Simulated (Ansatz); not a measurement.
**Rb₂BiF₆: input and output**

The input, for Ansatz 0.2.0 (plane waves, PAW):

```yaml
crystal:
  lattice:
    - [5.998218, 0.0, 0.0]
    - [-2.999109, 5.194611, 0.0]
    - [0.0, 0.0, 4.936678]
  atoms:
    - { symbol: Rb, position: [0.3333, 0.6667, 0.695] }
    - { symbol: Rb, position: [0.6667, 0.3333, 0.305] }
    - { symbol: F, position: [0.144, 0.856, 0.213] }
    - { symbol: F, position: [0.144, 0.288, 0.213] }
    - { symbol: F, position: [0.712, 0.856, 0.213] }
    - { symbol: F, position: [0.856, 0.144, 0.787] }
    - { symbol: F, position: [0.288, 0.144, 0.787] }
    - { symbol: F, position: [0.856, 0.712, 0.787] }
    - { symbol: Bi, position: [0.0, 0.0, 0.0] }
  symmetry: { tolerance: 0.0003 }
kpoints:
  mp_grid: { grid: [7, 7, 7], shift: [0, 0, 0] }
  band_path:
    path:
      - [0.0, 0.0, 0.0]
      - [0.5, 9.0e-08, 0.0]
      - [0.33333333, 0.33333342, 0.0]
      - [0.0, 0.0, 0.0]
      - [0.0, 0.0, 0.5]
      - [0.5, 9.0e-08, 0.5]
      - [0.33333333, 0.33333342, 0.5]
      - [0.0, 0.0, 0.5]
      - [0.5, 9.0e-08, 0.5]
      - [0.5, 9.0e-08, 0.0]
      - [0.33333333, 0.33333342, 0.5]
    npoints: 6
magnetization:
  spin_polarized: false
scf:
  occupations: { method: fermi_dirac }
  lower_state_search: "off"
  max_iter: 200
hamiltonian:
  pseudopotentials: { kind: paw }
  xc: pbe
basis:
  ecutwfc: 420
  fft_grid_basis: typed
output:
  forces: true
  stress: true
  eigenvalues: true
  bader: true
  populations: true
  elf: true
  write_potential: true
  volumetric_format: npy
  dos:
    e_range: [-12, 8]
    de: 0.05
    projected: { site_lists: { Bi: [Bi], F: [F], Rb: [Rb] } }
checkpoint:
  read: saved_state
```

The run starts from an earlier solution of this cell. 

Parts of the output:

```
SCF iter   1: F=—  Δρ=8.07e-4  dr2=3.37e-4
SCF iter   2: F=—  Δρ=2.73e-4  dr2=5.81e-5
SCF iter   3: F=—  Δρ=1.35e-4  dr2=2.41e-5
SCF iter   4: F=—  Δρ=5.23e-5  dr2=4.21e-6
SCF iter   5: F=—  Δρ=1.69e-5  dr2=3.05e-7
SCF iter   6: F=-23779.0208 eV  Δρ=3.01e-6  dr2=1.49e-8
Free energy (F): -23779.0208 eV
Harris-Foulkes:  -23779.0208 eV  (|F-HF|=6.81e-9)
Internal energy: -23778.9496 eV  (E = F + TS)
E sigma→0 (E₀):  -23778.9852 eV
Entropy (-TS):   -0.0711 eV (-7.904 meV/atom)
Fermi energy:    9.2480 eV
--- Per-component energies (eV) ---
  E_band       = -484.7669
  E_kinetic    = 1961.1301
  E_local      = -7707.4739  (includes V_loc(G=0)·N_el)
  E_nonlocal   = 1372.4186
  E_hartree    = 2851.6655
  E_xc         = -896.2393
  E_vxc        = -1039.1437  (∫ρ·V_xc dr)
  E_paw        = -17117.6402  (= ΣΔE_a)
  E_vpaw       = -775.0378  (= ΣTr[D̂ρ^β])
  E_aug_tail   = 0.0120  (compensation charges beyond the density's cutoff)
  E_ewald      = -4242.8224
  E_smearing   = -0.0711  (= −TS)
--- Forces (eV/Å), atoms counted from 1 ---
  atom   1  Rb     0.0000     0.0000    -0.1018
  atom   2  Rb     0.0000     0.0000     0.1018
  atom   3  F      6.9441    -4.0092     5.4418
  atom   4  F      0.0000     8.0184     5.4418
  atom   5  F     -6.9441    -4.0092     5.4418
  atom   6  F     -6.9441     4.0092    -5.4418
  atom   7  F      6.9441     4.0092    -5.4418
  atom   8  F      0.0000    -8.0184    -5.4418
  atom   9  Bi     0.0000     0.0000     0.0000
--- Stress (GPa, compression-positive) ---
       39.9493       0.0000       0.0000
        0.0000      39.9493       0.0000
        0.0000       0.0000      37.7390
  P = ⅓ Tr σ = 39.2125 GPa (392.125 kbar)
--- Löwdin populations: 9 sites ---
  site symbol       q [e]
     0     Rb      8.2620
     1     Rb      8.2620
     2      F      7.5786
     3      F      7.5786
     4      F      7.5786
     5      F      7.5786
     6      F      7.5786
     7      F      7.5786
     8     Bi     12.6582
  spilling = 0.0046 (of n_electrons = 75.0000)
--- Bader charges: 9 sites ---
  site symbol  charge [e]  shift [e]
     0     Rb      0.8677     0.0000
     1     Rb      0.8677     0.0000
     2      F     -0.7736     0.0040
     3      F     -0.7736     0.0040
     4      F     -0.7737     0.0040
     5      F     -0.7736     0.0040
     6      F     -0.7736     0.0040
     7      F     -0.7737     0.0040
     8     Bi      2.9064     0.0237
```

Total energies depend on the potentials used, so only differences within one code and one set of settings carry meaning.

Origin: a known structure type with other elements, at an estimated volume, so it need not be a known compound. Caveats: many states at the Fermi level without spin polarisation, so a magnetic state may lie lower; atoms or cell far from equilibrium.
